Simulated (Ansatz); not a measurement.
# Ti$_{3}$O$_{4}$: clamped-ion strain scan

Theory: DFT PBEsol, scalar-relativistic, plane waves, PAW in Ansatz. Settings: plane waves to 420 eV, k-mesh 8×8×14 (Γ-centred), Gaussian smearing 0.15 eV. No spin polarisation. Energies are free energies at this smearing, counted from the undisturbed cell; pressure is positive in compression.

The undisturbed cell (relaxed at this level; it needn't be the usual structure):

```
CELL_PARAMETERS angstrom
2.91282 -4.03035 0.00000
2.91282 4.03035 0.00000
0.00000 0.00000 2.96903
ATOMIC_POSITIONS crystal
Ti 0.00000 0.00000 0.50000
Ti 0.50000 0.00000 0.00000
Ti 0.00000 0.50000 0.00000
O 0.76278 0.76278 0.00000
O 0.25888 0.74112 0.50000
O 0.23722 0.23722 0.00000
O 0.74112 0.25888 0.50000
```

The cell is strained by ε times the Voigt pattern (1, 0, 0, 0, 0, 0) (xx, yy, zz, yz, xz, xy; engineering shear) with fractional coordinates fixed. The cell is metallic on the mesh throughout.

Question: Over the sampled range (-0.1000 to 0.1000), is the undisturbed cell the lowest point?

Answer: Yes, every other sampled point lies higher.

Question: Which end lies higher in energy, -0.1000 or +0.1000?

Answer: -0.1000: 136.6 against 88.5.

The scan:

| ε | ΔE (meV/atom) |
| --- | --- |
| -0.1000 | 136.6 |
| -0.0750 | 72.1 |
| -0.0500 | 29.7 |
| -0.0250 | 6.7 |
| 0.0000 | 0.0 |
| 0.0250 | 6.8 |
| 0.0500 | 24.9 |
| 0.0750 | 52.6 |
| 0.0875 | 69.6 |
| 0.1000 | 88.5 |